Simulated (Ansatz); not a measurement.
Two states of EuAg$_{5}$

```xyz
12
Lattice="5.6068 0.0000 0.0000 -2.8034 4.8556 0.0000 0.0000 0.0000 9.2658" Properties=species:S:1:pos:R:3 pbc="T T T"
Ag   -0.0003    3.2373    0.0000
Ag   -0.0003    3.2373    4.6329
Ag    2.8031    1.6184    0.0000
Ag    2.8031    1.6184    4.6329
Ag    2.8034    0.0000    2.3165
Ag    2.8034    0.0000    6.9494
Ag    1.4017    2.4278    2.3165
Ag    1.4017    2.4278    6.9494
Ag   -1.4017    2.4278    2.3165
Ag   -1.4017    2.4278    6.9494
Eu    0.0000    0.0000    0.0000
Eu    0.0000    0.0000    4.6329
```

Single point in Ansatz 0.2.0 with r2SCAN, with U_eff = 5.92 eV on Eu f (all-electron-ortho-atomic projectors). Cutoff 500 eV, PAW datasets, 4×4×2 Γ-centred k mesh, fermi-dirac filling (width 0.1396 eV).

State A: Eu11 up, Eu12 down (collinear spin). State B: Eu11 up, Eu12 up (collinear spin).

Question: Which state is lower, and how do they differ?

Answer: State B is lower by 2.2 meV an atom at zero smearing. So small a gap isn't resolved on this mesh where a state is a metal.

```
state  free energy (meV/atom)  largest moment in a small sphere (μB)  net moment (μB/cell)  gap on mesh (eV)  pressure (GPa)  largest force (eV/Å)
    A                     1.7                                   6.98                  0.00             metal             1.3                  0.00
    B                     0.0                                   6.99                 14.75             metal             1.2                  0.00
```

Origin: a database entry at a rescaled volume. Caveats: the k mesh is coarse if the cell is a metal.
